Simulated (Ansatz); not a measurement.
Cu Kα1 powder pattern (kinematic, no thermal factors).
2θ (°) (relative intensity): 27.57 (2, 1 1 0), 33.93 (100, 1 1 1), 39.38 (55, 2 0 0), 56.92 (36, 2 2 0), 67.94 (39, 3 1 1), 71.41 (12, 2 2 2), 84.74 (6, 4 0 0)

The pattern is computed from a structure relaxed with DFT PBE, scalar-relativistic, plane waves, PAW in Ansatz. No spin polarisation. Its elements are C, Cd, Zr.

Task: Give the structure.

Result: Zr$_{3}$CdC.
Space group Pm-3m (No. 221). a = 4.572 Å, b = 4.572 Å, c = 4.572 Å, α = 90.00°, β = 90.00°, γ = 90.00°
| atom | site | symmetry | x | y | z |
| --- | --- | --- | --- | --- | --- |
| Zr | 3c | 4/mm.m | 0.0000 | 0.5000 | 0.5000 |
| Cd | 1a | m-3m | 0.0000 | 0.0000 | 0.0000 |
| C | 1b | m-3m | 0.5000 | 0.5000 | 0.5000 |

A pattern alone doesn't exclude other cells with like lines; this is the one computed.

The cell was found from a structure generator's guess, not taken from experiment.
